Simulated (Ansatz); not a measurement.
Relaxed Sn (beta-Sn type, space group I4_1/amd):

```
Sn
1.0
   -5.94700     5.94700     3.21230
    0.00000     0.00000     3.21230
    0.00000     5.94700     0.00000
Sn
4
Cartesian
 -5.94700   8.92050   4.01538
 -2.97350   5.94700   2.40923
  0.00000   0.00000   0.00000
 -2.97350   2.97350   1.60615
```

A phonon eigenvector at M = (0.5, 0.5, 0.5) is frozen into this cell: atom i moves by Q times the vector below, so Q is the largest atomic displacement, in Å. The cell is held. It is one choice among 2 degenerate patterns. (q is in reciprocal vectors of the primitive cell; the cell shown is doubled to hold the pattern.)

| atom | x | y | z |
|---|---|---|---|
| Sn1 | 0.000 | -1.000 | 0.000 |
| Sn2 | 0.000 | 1.000 | 0.000 |
| Sn3 | 0.000 | 1.000 | 0.000 |
| Sn4 | 0.000 | -1.000 | 0.000 |

Method: PBE (plane waves to 420 eV, PAW, scalar-relativistic; Ansatz, an electronic-structure program). k mesh 16×16×16 (Γ-centred), Fermi-Dirac smearing 0.05 eV. With partly filled bands, energies and forces of such displacements shift with the k mesh and the smearing. Sn was relaxed with its symmetry unable to fall. 

| Q (Å) | −dE/dQ from forces (eV/Å) |
|---|---|
| -0.180 | 6.888 |
| -0.150 | 5.307 |
| -0.120 | 3.949 |
| -0.090 | 2.773 |
| -0.060 | 1.743 |
| -0.030 | 0.826 |
| 0.000 | 0.000 |
| 0.030 | -0.826 |
| 0.060 | -1.743 |
| 0.090 | -2.773 |
| 0.120 | -3.949 |
| 0.150 | -5.307 |
| 0.180 | -6.888 |

Problem. What harmonic wavenumber does the curvature at Q = 0 give?

Solution. 124 cm⁻¹. E″ = 27.02 eV/Å², M = Σ mᵢ|uᵢ|² = 474.8 u, ν̃ = 521.5·√(|E″|/M).

(A displaced cell: forces are minus the slopes of the energy, force constants its curvatures, and phonons follow from these.)
